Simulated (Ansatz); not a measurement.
Input and output of a single-point calculation on SnSe₂ (CdI2 type) (the PAW code Ansatz, PBE). The cell was relaxed with r2SCAN+rVV10 and then strained (epitaxial -0.5 % in the xy plane, free normal strain +0.53 %), with the atoms relaxed again with r2SCAN+rVV10; k points keep the names of the unstrained zone.

input.yaml:
```yaml
crystal:
  lattice:
    - [3.8060235736, 0.0, 0.0]
    - [-1.9030117868, 3.2961131021, 0.0]
    - [0.0, 0.0, 6.260288977]
  atoms:
    - { symbol: Sn, position: [0.0, 0.0, 0.0] }
    - { symbol: Se, position: [0.3333333333, 0.6666666667, 0.2528046688] }
    - { symbol: Se, position: [0.6666666667, 0.3333333333, 0.7471953312] }
kpoints:
  mp_grid: { grid: [12, 12, 4] }
  band_path:
    path:
      - [0.0, 0.0, 0.0]
      - [0.5, 0.0, 0.0]
      - [0.3333333333, 0.3333333333, 0.0]
      - [0.0, 0.0, 0.5]
      - [0.5, 0.0, 0.5]
      - [0.3333333333, 0.3333333333, 0.5]
      - [0.0, 0.148438, -0.143229]
      - [0.0, 0.460938, 0.348958]
    npoints: 1
hamiltonian:
  xc: pbe
scf:
  occupations: { method: fermi_dirac, width: 0.02 }
  n_extra_bands: 4
output:
  forces: true
  stress: true
  eigenvalues: true
  write_density: true
  write_potential: true
  elf: true
  volumetric_format: npy
```

Command: `ansatz run input.yaml --threads 2 --pin off --max-ram 2211MiB --backend cpu --events-out ev --progress --plain --runs-dir out`.

Task: It took 1.4 s on 2 threads of AMD EPYC 9R45 96-Core Processor (Zen 5) (shared host). What peak of host memory did it reach?

Result: About 0.49 GiB.

Task: Predict the output.

Result: What the program printed (shortened):
```
scf.n_extra_bands = 4 over 23 filled bands (N_el = 46.0): the run solves 27 bands
Functional definition: PBE
Crystal: 3 atoms, lattice volume = 78.536 Å³
Basis set: ecut = 420 eV, 1521 PW (Γ)
Symmetry: 12 space group operations
Space group: P-3m1 (ITA 164)
k-points: 69 of 576
preconditioner: auto → Resta (q_TF=auto, 2.496 Å⁻¹)  ε∞=2.9  [insulator: Δε(μ)=0.753 eV  σ=0.020 eV  ℏωp=21.4 eV]
Free energy (F): -16963.340473 eV
Fermi energy:    8.223199 eV
--- Per-component energies (eV) ---
  E_band       = -867.734798
  E_kinetic    = 425.195956
  E_local      = -6108.002323
  E_nonlocal   = -1222.398019
  E_hartree    = 3126.929540
  E_xc         = -589.934107
  E_vxc        = -291.467866
  E_paw        = -7963.779596
  E_vpaw       = 75.082716
  E_ewald      = -4631.350684
--- Forces (eV/Å), atoms counted from 1 ---
  atom   1  Sn      0.00000      0.00000      0.00000
  atom   2  Se      0.00000      0.00000      0.26078
  atom   3  Se      0.00000      0.00000    -0.26078
--- Stress (GPa, compression-positive) ---
        3.448528       0.000000       0.000000
        0.000000       3.448528       0.000000
        0.000000       0.000000       3.024277
  P = ⅓ Tr σ = 3.3071 GPa (33.071 kbar)
```
Only the leading digits can be foreseen; the rest is this run's record.

bands.tsv, columns around the gap (it counts bands from 0):
```tsv
# k_distance	band_18	band_19	band_20	band_21	band_22	band_23	band_24	band_25	band_26
# fermi_ev = 8.223199
# [0, 0, 0] at k_distance = 0.000000
# [0.5, 0, 0] at k_distance = 0.953120
# [0.3333333333, 0.3333333333, 0] at k_distance = 1.503405
# [0, 0, 0.5] at k_distance = 2.712985
# [0.5, 0, 0.5] at k_distance = 3.666105
# [0.3333333333, 0.3333333333, 0.5] at k_distance = 4.216389
# [0, 0.148438, -0.143229] at k_distance = 5.297456
# [0, 0.460938, 0.348958] at k_distance = 6.071331
# levels_relative_to = fermi_ev
0.000	-0.893	-0.893	-0.619	-0.619	-0.550	0.713	2.772	4.338	4.338
0.953	-4.737	-3.282	-2.808	-1.638	-0.628	0.800	3.411	4.986	5.002
1.503	-3.946	-3.946	-3.632	-1.919	-1.919	0.883	5.931	5.931	6.747
2.713	-2.504	-0.988	-0.988	-0.467	-0.467	2.150	2.684	4.092	4.092
3.666	-5.163	-2.640	-2.404	-1.203	-1.005	0.355	3.788	4.350	5.390
4.216	-4.436	-4.436	-3.988	-0.808	-0.808	1.949	4.137	4.137	5.683
5.297	-2.667	-1.788	-1.590	-0.555	-0.355	2.020	3.325	4.381	4.579
6.071	-5.001	-2.659	-2.597	-1.245	-0.923	0.265	3.855	4.807	5.471
```
In order the rows are Γ, M, K, A, L, H, (0, 0.148, -0.143), (0, 0.461, 0.349).

Planar averages along the third cell vector, from rho_z.tsv and v_z.tsv (valence density with its augmentation; electrostatic potential energy of an electron, of which only differences have a meaning):
```tsv
z (Å)	ρ (e/Å³)	v_es (eV)
0.00	1.070	6.95
0.42	0.616	4.91
0.83	0.351	3.63
1.25	0.830	4.87
1.67	1.488	5.82
2.09	0.401	7.15
2.50	0.125	10.85
2.92	0.050	12.77
3.20	0.043	12.92
3.62	0.090	11.87
4.03	0.252	8.09
4.45	1.102	6.14
4.87	1.244	5.22
5.29	0.394	3.96
5.70	0.461	4.19
6.12	0.997	6.63
```

With PBE the valence top lies at k = (0, 0.148, -0.143) and the conduction bottom at k = (0, 0.461, 0.349), 0.62 eV higher; the smallest vertical gap, at k = (0, 0.461, 0.349), is 1.19 eV. The gap is the least over the mesh and the extra points. The mean pressure at these positions is +3.31 GPa, compression counted positive. The largest force is 0.26 eV/Å.

Spin-unpolarised throughout; all numbers are computed.

Spin-orbit coupling is left out, which matters wherever the heavy atoms make up the band edges.
